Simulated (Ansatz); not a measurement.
Below is a relaxed structure of Zr3Sb2. The cell was found from a structure generator's guess, not taken from experiment.

Method: DFT PBE, scalar-relativistic, plane waves, PAW (Ansatz 0.2.0). Cutoff 420 eV, Γ-centred mesh, Gaussian smearing, no spin polarisation.

```
Zr Sb
1.0
     5.28308    0.00000    0.00000
     0.00000    5.28308    0.00000
     0.00000    0.00000    5.28308
Zr Sb
3 2
Direct
  0.00000 0.50000 0.50000
  0.50000 0.00000 0.50000
  0.50000 0.50000 0.00000
  0.00000 0.00000 0.00000
  0.50000 0.50000 0.50000
```

Energies over the elements count from the elements' standard structures at the same level, with no fitted energy shifts.

**Question.** Find its symmetry and describe it.

**Answer.** Pm-3m (No. 221). Conventional cell: a = 5.283 Å. Around Zr lie 2 Sb at 2.64 Å, 4 Sb at 3.74 Å and 8 Zr at 3.74 Å; Sb on its first site is surrounded by 12 Zr at 3.74 Å; Sb on its second site is surrounded by 6 Zr at 2.64 Å.

**Question.** What is its formation energy per atom?

**Answer.** +0.57 eV/atom. A positive value: parting into the elements would lower its energy.

**Question.** Is it a metal?

**Answer.** Yes, bands cross the Fermi level on the 8×8×8 mesh.

The last run used an 8×8×8 mesh for its 5-atom cell and Gaussian smearing of 0.10 eV. These runs have no spin–orbit coupling, which can matter for Sb. The cell is a metal run without spin; a magnetic state may lie lower. Symmetry constrained the relaxation, so the result can be a saddle point.
